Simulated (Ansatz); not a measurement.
The structure comes from a relaxation in the same program, started in the rocksalt type, and has space group Fm-3m. Whether it is a known phase or the ground state wasn't checked.

CoBi: DFT, PBE, all-electron PAW with datasets made for the crystal, scalar-relativistic (Ansatz 0.2.0).

Command: `ansatz run input.yaml --threads 1 --pin off --max-ram 3072MiB --backend cpu --events-out ev --progress --plain --runs-dir out` The run took about 33 s on 1 thread of a shared machine.

```yaml
crystal:
  lattice:
    - [0.0, 2.7003338995, 2.7003338995]
    - [2.7003338995, 0.0, 2.7003338995]
    - [2.7003338995, 2.7003338995, 0.0]
  atoms:
    - { symbol: Co, position: [0.0, 0.0, 0.0], spin: 2.0 }
    - { symbol: Bi, position: [0.5, 0.5, 0.5] }
magnetization:
  spin_polarized: true
kpoints:
  mp_grid: { grid: [13, 13, 13] }
  band_path:
    path:
      - [0.0, 0.0, 0.0]
      - [0.5, 0.0, 0.5]
      - [0.625, 0.25, 0.625]
      - [0.375, 0.375, 0.75]
      - [0.0, 0.0, 0.0]
      - [0.5, 0.5, 0.5]
      - [0.5, 0.25, 0.75]
      - [0.5, 0.0, 0.5]
    npoints: 8
scf:
  occupations: { method: fermi_dirac, width: 0.05 }
hamiltonian:
  xc: pbe
  pseudopotentials: { kind: all_electron, datasets: crystal }
output:
  forces: true
  stress: true
  eigenvalues: true
  efg: { contact_densities: true }
```

Output:

```
hamiltonian.pseudopotentials.datasets: crystal makes datasets for this crystal and solves the spheres of its atoms anew in each pass: cutoff 280.0 eV, the density's 1120.0 eV; for an error of 0.50 meV an atom under PBE, 1.0 meV for the cell; an energy difference from a run of another recipe may be off by several times the error for the cell, under r2SCAN by more, where some 0.1 meV an atom stays at smaller errors; Co in spheres of 1.323 Å, 17 of its electrons in bands; Bi in spheres of 1.376 Å, 15 of its electrons in bands
Bi: output.efg is read without spin–orbit coupling, which moves field gradients at and beside such atoms by some per cent and up to a factor of two; PAW files take it under magnetization.noncollinear and magnetization.spin_orbit
Engine: ansatz 0.2.0
Pseudopotentials: kind: all_electron
Pseudopotential: Co, paw, valence charge 17, recommended cutoff 280 eV (normal), Koelling and Harmon's equation, gaussian nucleus
Pseudopotential: Bi, paw, valence charge 15, recommended cutoff 280 eV (normal), Koelling and Harmon's equation, gaussian nucleus
Functional definition: PBE
  parameter kappa = 0.804
  parameter beta = 0.06672455060314922
  exchange = pbe_x(kappa = kappa, mu = beta*pi^2/3)
  correlation = pbe_c(beta = beta)
a search for the magnetic state begins, with frozen cores and fixed partial waves. It gives no result and prints no iterations
the search for the magnetic state of this step took 13 SCF iterations with frozen cores. It stayed in its first state, in which the spheres begin
Crystal: 2 atoms, lattice volume = 39.381 Å³
Basis set: ecut = 280 eV, 411 PW (Γ), exchange–correlation on 48×48×48 points (8 copies of the dense FFT grid, shifted against one another)
Bands: 21, of which v1, the nominal top of the filled ones, is band 16 counted from 1 (15 counted from 0)
Symmetry: 48 space group operations
Space group: Fm-3m (ITA 225), of the structure as read, at distance tolerance 3.4e-5 Å
Magnetic group: BNS 225.116 (UNI 1618), of the structure as read, at distance tolerance 3.4e-5 Å
k-points: 84 of 2197
Non-local potential: Co, projectors of the file, l = 0: 3, l = 1: 3, l = 2: 2
Non-local potential: Bi, projectors of the file, l = 0: 1, l = 1: 1, l = 2: 2
PAW form: soft (Blöchl's): semilocal exchange-correlation on the pseudo side does not see the compensation charge
PAW one-centre angular grid: Co, 590 points (default); XC on its mesh's 1919 points in the sphere
PAW one-centre angular grid: Bi, 590 points (default); XC on its mesh's 1809 points in the sphere
Initial density: read from a saved state, or passed on in memory by an earlier SCF of this step, an earlier step, the calling program or the single point that the run made first
Starting moments: Σ|m| = 2 μB on 1 of 2 sites; this step starts from the density that it was given
Initial wavefunctions: pseudopotential atomic-orbital guess
Functional: x = pbe(κ = 0.804, μ = 0.2195149727645171), c = pbe(β = 0.06672455060314922)
iter 1 solved again at ethr=3.20e-5 eV; its pass at ethr=1.00e-1 eV (dr2=1.02e-2 eV) is discarded
SCF iter   1: F=—  HF=-623622.453229 eV  |F-HF|=—  |Δ(HF+E_count)|=         —  Δρ=3.77e-3 (↑3.77e-3 ↓3.30e-3)  dr2=6.74e-3  dr2_m=1.65e-4  M=0.541 μB ∫|m|=0.664 μB  β_m=0.30  ethr=3.20e-5  ⟨swp⟩=5.0  Hψ=23022  notcnv=0
preconditioner: auto → Kerker (q_TF=auto, 2.636 Å⁻¹)  [metal: Δε(μ)=0.020 eV  Ē_g=16.244 eV  σ=0.050 eV  W_gap=0.10  n_scr=14 (ndim 8)  ℏωp=29.0 eV  f_vac=0.000  D(μ)=1.83/eV (n_scr^D=14)]
spin=Collinear: Kerker preconditioning applied to the charge; magnetization (m = ρ↑ − ρ↓) channel mixes plain (no charge-response kernel on spin).
SCF iter   2: F=—  HF=-623622.452941 eV  |F-HF|=—  |Δ(HF+E_count)|=   2.88e-4  Δρ=9.49e-3 (↑8.14e-3 ↓9.49e-3)  dr2=1.10e-1  dr2_m=2.78e-4  M=0.568 μB ∫|m|=0.691 μB  β_m=0.34  ethr=2.11e-5  ⟨swp⟩=3.8  Hψ=9479  notcnv=0
SCF iter   3: F=—  HF=-623622.448222 eV  |F-HF|=—  |Δ(HF+E_count)|=   4.72e-3  Δρ=2.28e-3 (↑2.10e-3 ↓2.28e-3)  dr2=6.04e-3  dr2_m=6.46e-5  M=0.545 μB ∫|m|=0.669 μB  β_m=0.19  ethr=2.11e-5  ⟨swp⟩=3.8  Hψ=9286  notcnv=0
iter 4 solved again at ethr=1.59e-6 eV; its pass at ethr=1.89e-5 eV (dr2=5.09e-4 eV) is discarded
SCF iter   4: F=—  HF=-623622.444364 eV  |F-HF|=—  |Δ(HF+E_count)|=   3.86e-3  Δρ=1.12e-3 (↑1.12e-3 ↓1.01e-3)  dr2=4.96e-4  dr2_m=6.21e-6  M=0.552 μB ∫|m|=0.678 μB  β_m=0.35  ethr=1.59e-6  ⟨swp⟩=2.1  Hψ=13628  notcnv=0  defer=2
SCF iter   5: F=—  HF=-623622.443427 eV  |F-HF|=—  |Δ(HF+E_count)|=   9.36e-4  Δρ=5.81e-4 (↑5.81e-4 ↓5.24e-4)  dr2=4.73e-4  dr2_m=2.64e-6  M=0.553 μB ∫|m|=0.681 μB  β_m=0.67  ethr=1.55e-6  ⟨swp⟩=3.0  Hψ=7660  notcnv=0  defer=1
SCF iter   6: F=—  HF=-623622.444810 eV  |F-HF|=—  |Δ(HF+E_count)|=   1.38e-3  Δρ=1.33e-3 (↑1.06e-3 ↓1.33e-3)  dr2=2.62e-3  dr2_m=7.68e-6  M=0.551 μB ∫|m|=0.679 μB  β_m=0.67  ethr=1.48e-6  ⟨swp⟩=3.0  Hψ=8227  notcnv=0
SCF iter   7: F=—  HF=-623622.444605 eV  |F-HF|=—  |Δ(HF+E_count)|=   2.05e-4  Δρ=6.66e-4 (↑5.77e-4 ↓6.66e-4)  dr2=7.24e-4  dr2_m=1.09e-6  M=0.552 μB ∫|m|=0.681 μB  β_m=0.65  ethr=1.48e-6  ⟨swp⟩=2.5  Hψ=6417  notcnv=0  defer=1
SCF iter   8: F=—  HF=-623622.444521 eV  |F-HF|=—  |Δ(HF+E_count)|=   8.34e-5  Δρ=1.82e-4 (↑5.28e-5 ↓1.82e-4)  dr2=2.23e-5  dr2_m=1.72e-6  M=0.555 μB ∫|m|=0.684 μB  β_m=0.83  ethr=1.48e-6  ⟨swp⟩=3.0  Hψ=6851  notcnv=0  defer=1
SCF iter   9: F=—  HF=-623622.444523 eV  |F-HF|=—  |Δ(HF+E_count)|=   1.50e-6  Δρ=8.62e-5 (↑1.01e-5 ↓8.62e-5)  dr2=3.25e-6  dr2_m=7.36e-7  M=0.555 μB ∫|m|=0.685 μB  β_m=0.91  ethr=6.96e-8  ⟨swp⟩=2.6  Hψ=6422  notcnv=0  defer=3
SCF iter  10: F=—  HF=-623622.444523 eV  |F-HF|=—  |Δ(HF+E_count)|=   4.73e-7  Δρ=4.14e-5 (↑4.14e-5 ↓1.93e-5)  dr2=1.68e-6  dr2_m=4.92e-8  M=0.556 μB ∫|m|=0.687 μB  β_m=0.91  ethr=1.02e-8  ⟨swp⟩=3.0  Hψ=7059  notcnv=0  defer=2
SCF iter  11: F=—  HF=-623622.444523 eV  |F-HF|=—  |Δ(HF+E_count)|=   1.25e-7  Δρ=1.74e-5 (↑1.74e-5 ↓5.54e-6)  dr2=2.18e-7  dr2_m=1.86e-8  M=0.557 μB ∫|m|=0.687 μB  β_m=0.96  ethr=5.26e-9  ⟨swp⟩=2.3  Hψ=6372  notcnv=0  defer=2
SCF iter  12: F=—  HF=-623622.444523 eV  |F-HF|=—  |Δ(HF+E_count)|=   1.93e-8  Δρ=6.51e-6 (↑6.15e-6 ↓6.51e-6)  dr2=7.28e-8  dr2_m=1.58e-10  M=0.557 μB ∫|m|=0.688 μB  β_m=0.98  ethr=6.81e-10  ⟨swp⟩=2.7  Hψ=6705  notcnv=0  defer=1
SCF iter  13: F=-623622.444523 eV  HF=-623622.444523 eV  |F-HF|=1.37e-8  |Δ(HF+E_count)|=   7.68e-9  Δρ=2.79e-6 (↑1.94e-6 ↓2.79e-6)  dr2=1.03e-8  dr2_m=7.99e-11  M=0.557 μB ∫|m|=0.688 μB  ethr=2.27e-10  ⟨swp⟩=3.0  Hψ=6869  notcnv=0  defer=1
2 of the run's printed levels, from 24.33 eV on, may lie off, as they stand: their residual norms reach 0.0013 eV (residual_norms_ev in the JSON report holds each one's)
SCF 1 converged in 13 iterations: F = -623622.444520 eV  dr2 = 1.03e-8
  Residual-converged pass: ⟨swp⟩=3.4  Hψ=6479  notcnv=0  max |occ|·‖R‖ = 5.2e-6 eV (tolerance 5.3e-6 eV)  dr2=1.07e-8  dr2_m=8.43e-11  dr2_onsite=8.59e-9  max |Δocc| = 7.4e-10
  greatest PAW one-centre occupation: 0.998 electrons in one spin orbital (limit 2), on the Co atom at site 0 (counted from 0), in its partial waves of l = 1
NSCF: frozen V_eff on 57 k-points
SCF converged after 13 iterations
Magnetization: 0.5569 μB (16.2785 up, 15.7215 down)
Absolute magnetization: 0.6878 μB (∫|ρ↑−ρ↓|)
Spin contamination: 0.0478 ħ² per cell (⟨S²⟩ above its minimum at these occupations)
Per-site moments (μB) at R_I (Å): [(0.6086767581214158, 1.11388773354375), (-0.019369236585002284, 1.11388773354375)]
Free energy (F): -623622.444520 eV
Harris-Foulkes:  -623622.444520 eV  (|F-HF|=1.37e-8)
Internal energy: -623622.428467 eV  (E = F + TS)
E sigma→0 (E₀):  -623622.436493 eV
Entropy (-TS):   -0.016053 eV (-8.026 meV/atom)
Past the cutoff: the bands carry plane waves up to 1.75 times it, of which those up to 1.5 times it add -0.000311 eV an atom, each by itself; the spheres take 0.000294 eV an atom off the energy for waves past 1.75 times it
By the cutoff:   a pressure is off by up to 0.007 GPa (1.2 times the spheres' own share and the shells' term, over an atom's volume, and 0.004 GPa: a bound that held against runs at twice the plane waves)
Past the cutoffs: a stress includes -0.0002 GPa for waves and charges beyond them, in addition to the slope of what the spheres take
In the spheres:  the bands' charges fall short by 1.5e-6 e at most (sound up to 1e-3)
Fermi energy:    17.656303 eV
--- Per-component energies (eV) ---
  The terms above E_closure are by the made datasets' own strengths, without shells solved beside the bands.
--- Forces (eV/Å), atoms counted from 1 ---
  atom   1  Co    -0.00000000     0.00000000    -0.00000000
  atom   2  Bi     0.00000000    -0.00000000     0.00000000
  max |Σ_I F_I| component: 2.93e-29 eV/Å
--- Stress (GPa, compression-positive) ---
        0.031636      -0.000000      -0.000000
       -0.000000       0.031636       0.000000
        0.000000      -0.000000       0.031636
  P = ⅓ Tr σ = 0.0316 GPa (0.316 kbar)
--- PAW observables at the nuclei: V_zz in 10²¹ V/m², potentials from the cell's mean, atoms counted from 1 ---
  atom   1  Co V_zz =    -0.000000   η = 0.0000   by run symmetry: forbidden
            electrostatic potential = -3392.054825 V   contact ρ = 114749.158975 e/Å³   contact ρ_s (e/Å³): all electrons +1.567626, valence +3.538821
  atom   2  Bi V_zz =    +0.000000   η = 0.0000   by run symmetry: forbidden
            electrostatic potential = -17835.124420 V   contact ρ = 17893570.925511 e/Å³   contact ρ_s (e/Å³): all electrons +12.223345, valence +12.280456
--- Band table (eV; the first three rows and the last of 168) ---
  k-point 0 ↑: bands = ["-76.7828", "-40.1134", "-40.1134", "-40.1134", "-4.9695", "-4.9695", "-4.9339", "-4.9339", "-4.9339", "4.6187", "16.3543", "16.3543", "16.4288", "16.4288", "16.4288", "20.1702", "20.1702", "20.1702", "23.0749"]
  k-point 1 ↑: bands = ["-76.7828", "-40.1135", "-40.1134", "-40.1134", "-4.9688", "-4.9688", "-4.9331", "-4.9312", "-4.9312", "4.7023", "16.2693", "16.2693", "16.3512", "16.4379", "16.4379", "19.3205", "20.2660", "20.2660", "23.7566"]
  k-point 2 ↑: bands = ["-76.7828", "-40.1138", "-40.1135", "-40.1135", "-4.9676", "-4.9676", "-4.9310", "-4.9228", "-4.9228", "4.9492", "15.9898", "16.0373", "16.0373", "16.4810", "16.4810", "18.0216", "20.5140", "20.5140", "24.1292"]
  k-point 83 ↓: bands = ["-76.1032", "-39.4506", "-39.4504", "-39.4502", "-4.9928", "-4.9457", "-4.9215", "-4.9063", "-4.8552", "7.3771", "13.7419", "14.2454", "14.8627", "17.2790", "17.3286", "17.4491", "17.7543", "18.0429", "24.6583"]
```

The magnetic state is the one reached from the start moments; no search over orders was made, so it needn't be the ground state.
